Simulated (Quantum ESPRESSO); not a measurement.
Ga3InP4, convergence and cost over cutoff and k mesh

Computed values, not a measurement. The program is pw.x of Quantum ESPRESSO 7.5 (plane-wave density functional theory). The cell is made up: 8 atoms on a zincblende/diamond lattice, with randomly drawn elements, strain and displacements, not relaxed. PseudoDojo standard norm-conserving files (v0.5 for PBE, v0.4.1 for LDA and PBEsol) set the functional; there is no spin polarisation, spin-orbit coupling or dispersion term, and the masses in the input are unused placeholders.

Input of the run in row 4:

```
&control calculation='scf', pseudo_dir='./dojo.nc.sr.pbe.v0_5.standard.upf', outdir='./o', disk_io='medium', tprnfor=.true., tstress=.true. /
&system ibrav=0, nat=8, ntyp=3, nbnd=42, ecutwfc=79.96652505, nosym=.true., tot_charge=0,
 occupations='smearing', smearing='fd', degauss=0.0018374661
/
&electrons conv_thr=7.350e-09, electron_maxstep=60, /
ATOMIC_SPECIES
Ga 1.0 Ga.upf
In 1.0 In.upf
P 1.0 P.upf
CELL_PARAMETERS angstrom
5.6751 -0.0305 0.0283
-0.0305 5.7652 0.0293
0.0283 0.0293 5.6037
ATOMIC_POSITIONS angstrom
Ga -0.0145 -0.1135 0.1273
Ga 0.0602 2.8162 2.8822
In 2.9341 0.0544 2.8036
Ga 2.8397 2.8387 -0.2039
P 1.41 1.5072 1.4241
P 1.2439 4.3467 4.1919
P 4.2985 1.3658 4.2076
P 4.2018 4.2448 1.4214
K_POINTS automatic
4 4 4 1 1 1
```

The same cell was run at these settings. Meshes are shifted by half a step, and differences are from the last row, which is itself not exact.

| cutoff (eV) | k mesh | k points solved | threshold (eV) | free energy less the last row's (eV) | pressure (GPa) | largest stress difference (GPa) | largest force difference (eV/Å) | iterations | wall time (s) | k-point pools | processor |
| --- | --- | --- | --- | --- | --- | --- | --- | --- | --- | --- | --- |
| 762 | 2 x 2 x 2 | 4 | 1e-04 | 5.561 | -40.14 | 39.40 | 0.036 | 7 | 44 | 1 | AMD EPYC, Zen 5 class |
| 1088 | 1 x 1 x 1 | 1 | 1e-07 | 8.387 | 3.81 | 5.05 | 0.443 | 11 | 44 | 1 | AMD EPYC, Zen 5 class |
| 754 | 4 x 4 x 4 | 32 | 1e-07 | 5.843 | -45.01 | 44.06 | 0.007 | 10 | 258 | 1 | AMD EPYC, Zen 5 class |
| 1088 | 4 x 4 x 4 | 32 | 1e-07 | 0.010 | -1.03 | 0.02 | 0.001 | 11 | 512 | 1 | AMD EPYC, Zen 5 class |
| 1377 | 6 x 6 x 6 | 108 | 1e-07 | 0.000 | -1.01 | 0.00 | 0.000 | 11 | 764 | 4 | Intel Xeon, 2023 or later |

Each pool is one process. Wall times include start-up and a band step at six k points, which weighs most on the coarsest meshes. The runs were on shared virtual cores whose load varied, so times are rough.